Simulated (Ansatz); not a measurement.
Al:
```
CELL_PARAMETERS angstrom
      0.00000     1.99091     1.99091
      1.99091     0.00000     1.99091
      1.99091     1.99091     0.00000
ATOMIC_POSITIONS crystal
  Al 0.00000 0.00000 0.00000
```

Relaxed with PBE+D3(BJ) (plane waves, PAW; program Ansatz). Indices refer to the conventional cell of Fm-3m, a = b = c = 3.9818 Å, α = β = γ = 90.00°.

Problem. Simulate the powder diffraction pattern (Cu Kα, λ = 1.54184 Å; lines above 1 %) up to 2θ = 90°.

Solution. Simulated powder pattern, Cu Kα, λ = 1.54184 Å (kinematic, ideal powder, no thermal factors, no anomalous dispersion; the 30 strongest lines at most, above 1 %, up to 2θ = 90°):

```
2θ (°)  d (Å)  I/Imax (%)    hkl
------  -----  ----------  -----
39.19   2.299         100  (111)
45.56   1.991          48  (200)
66.41   1.408          30  (220)
79.90   1.201          35  (311)
84.24   1.149          10  (222)
```

The cell was relaxed with PBE+D3(BJ) under the symmetry of its start. The pairwise dispersion correction was not fitted to metals.

Potentials: the earlier of the program's two PAW sets.
